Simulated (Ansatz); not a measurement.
Ir:
```cif
data_Ir4
_chemical_formula_sum 'Ir4'
_space_group_name_H-M_alt 'Fm-3m'
_space_group_IT_number 225
_space_group_name_Hall '-F 4 2 3'
_cell_length_a 3.84052
_cell_length_b 3.84052
_cell_length_c 3.84052
_cell_angle_alpha 90.000
_cell_angle_beta 90.000
_cell_angle_gamma 90.000
loop_
_atom_site_label
_atom_site_type_symbol
_atom_site_symmetry_multiplicity
_atom_site_Wyckoff_symbol
_atom_site_fract_x
_atom_site_fract_y
_atom_site_fract_z
_atom_site_occupancy
Ir1 Ir 4 a 0.00000 0.00000 0.00000 1
```
(The calculation used a cell of 1 atom; values per cell refer to that cell.)

Relaxed with PBE+D3(BJ).

Q: Which orbitals make up the states near the Fermi level in DFT-PBE+D3(BJ) in the program Ansatz with PAW potentials?

A: Within 0.5 eV of the Fermi level: Ir 5d 95 %. Projections are on Löwdin-orthogonalised atomic valence shells; empty p or d shells of many metals are not among them.

Q: Tabulate the density of states.

A: States/eV per cell of 1 atom, in 0.25 eV bins, energy from the Fermi level.

| E (eV) | total | Ir 5d | Ir 6s |
|---|---|---|---|
| -7.85 | 0.55 | 0.30 | 0.24 |
| -7.60 | 0.74 | 0.47 | 0.25 |
| -7.35 | 0.94 | 0.66 | 0.27 |
| -7.10 | 1.18 | 0.92 | 0.25 |
| -6.85 | 1.26 | 1.05 | 0.19 |
| -6.60 | 1.17 | 1.02 | 0.14 |
| -6.35 | 1.11 | 1.00 | 0.10 |
| -6.10 | 1.03 | 0.95 | 0.07 |
| -5.85 | 0.76 | 0.72 | 0.03 |
| -5.60 | 0.91 | 0.87 | 0.02 |
| -5.35 | 1.15 | 1.08 | 0.03 |
| -5.10 | 1.06 | 1.00 | 0.03 |
| -4.85 | 1.10 | 1.04 | 0.04 |
| -4.60 | 1.22 | 1.13 | 0.06 |
| -4.35 | 1.25 | 1.14 | 0.07 |
| -4.10 | 1.41 | 1.27 | 0.09 |
| -3.85 | 1.53 | 1.37 | 0.10 |
| -3.60 | 1.72 | 1.58 | 0.09 |
| -3.35 | 1.83 | 1.69 | 0.08 |
| -3.10 | 1.09 | 0.98 | 0.07 |
| -2.85 | 1.08 | 0.97 | 0.06 |
| -2.60 | 0.92 | 0.83 | 0.05 |
| -2.35 | 0.89 | 0.80 | 0.04 |
| -2.10 | 1.03 | 0.95 | 0.04 |
| -1.85 | 1.17 | 1.09 | 0.04 |
| -1.60 | 1.28 | 1.20 | 0.04 |
| -1.35 | 0.95 | 0.88 | 0.03 |
| -1.10 | 0.94 | 0.88 | 0.03 |
| -0.85 | 0.88 | 0.83 | 0.03 |
| -0.60 | 0.84 | 0.80 | 0.03 |
| -0.35 | 0.85 | 0.80 | 0.03 |
| -0.10 | 0.88 | 0.84 | 0.03 |
| 0.15 | 0.94 | 0.90 | 0.03 |
| 0.40 | 1.13 | 1.08 | 0.03 |
| 0.65 | 1.54 | 1.48 | 0.04 |
| 0.90 | 1.44 | 1.39 | 0.03 |
| 1.15 | 0.92 | 0.87 | 0.04 |
| 1.40 | 0.62 | 0.55 | 0.05 |
| 1.65 | 0.26 | 0.18 | 0.06 |
| 1.90 | 0.27 | 0.17 | 0.06 |
| 2.15 | 0.27 | 0.16 | 0.07 |
| 2.40 | 0.27 | 0.15 | 0.08 |
| 2.65 | 0.27 | 0.13 | 0.08 |
| 2.90 | 0.27 | 0.12 | 0.09 |
| 3.15 | 0.27 | 0.11 | 0.09 |
| 3.40 | 0.27 | 0.10 | 0.09 |
| 3.65 | 0.27 | 0.09 | 0.10 |
| 3.90 | 0.27 | 0.08 | 0.10 |
| 4.15 | 0.27 | 0.07 | 0.10 |
| 4.40 | 0.26 | 0.06 | 0.10 |
| 4.65 | 0.25 | 0.05 | 0.10 |

The cell was relaxed with PBE+D3(BJ) under the symmetry of its start. No spin polarisation was allowed. The pairwise dispersion correction was not fitted to metals. Spin–orbit coupling is left out wherever it is not named.

Potentials: the later of the program's two PAW sets.
